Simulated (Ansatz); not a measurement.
This cell of Nb3Au (A15, Cr3Si type) is off equilibrium:

```xyz
16
Lattice="10.2781 0.0000 0.0000 0.0000 5.1391 0.0000 0.0000 0.0000 5.1391" Properties=species:S:1:pos:R:3 pbc="T T T"
Nb     2.5695     1.2848     0.0000
Nb     7.7086     1.2848     0.0000
Nb     2.5695     3.8543     0.0000
Nb     7.7086     3.8543     0.0000
Nb     1.2848     0.0000     2.5016
Nb     6.4238     0.0000     2.6375
Nb     3.8543     0.0000     2.6375
Nb     8.9933     0.0000     2.5016
Nb     0.0000     2.5695     1.5181
Nb     5.1391     2.5695     1.0514
Nb     0.0000     2.5695     4.0876
Nb     5.1391     2.5695     3.6210
Au     2.5695     2.5695     2.5695
Au     7.7086     2.5695     2.5695
Au     0.0000     0.0000    -0.0360
Au     5.1391     0.0000     0.0360
```

The numbers are results of LDA (plane waves to 420 eV, PAW, scalar-relativistic; Ansatz, a quantum-chemistry and plane-wave program), not measurements. k mesh 5×9×9 (Γ-centred), Fermi-Dirac smearing 0.05 eV. Compression counts positive. With partly filled bands, energies and forces of such displacements shift with the k mesh and the smearing. Nb3Au is run without spin polarisation. Nb3Au was relaxed with its symmetry unable to fall. Spin-orbit coupling is left out, though Au is heavy.

### Question
Predict the force on every atom, in eV/Å.

### Answer
```
atom      Fx      Fy      Fz
----  ------  ------  ------
Nb1    0.000  -0.073   0.000
Nb2    0.000  -0.073   0.000
Nb3    0.000   0.073   0.000
Nb4    0.000   0.073   0.000
Nb5    0.175   0.000   0.364
Nb6    0.175   0.000  -0.364
Nb7   -0.175   0.000  -0.364
Nb8   -0.175   0.000   0.364
Nb9    0.000   0.000  -1.079
Nb10   0.000   0.000   1.096
Nb11   0.000   0.000  -1.096
Nb12   0.000   0.000   1.079
Au13   0.000   0.000   0.000
Au14   0.000   0.000   0.000
Au15   0.000   0.000   0.386
Au16   0.000   0.000  -0.386
```

### Question
What is the stress tensor (GPa)?

### Answer
```
    1.4      0.0      0.0
    0.0      0.9      0.0
    0.0      0.0      0.8
```
The pressure, a third of the trace, is 1.1 GPa.

(A displaced cell: forces are minus the slopes of the energy, force constants its curvatures, and phonons follow from these.)
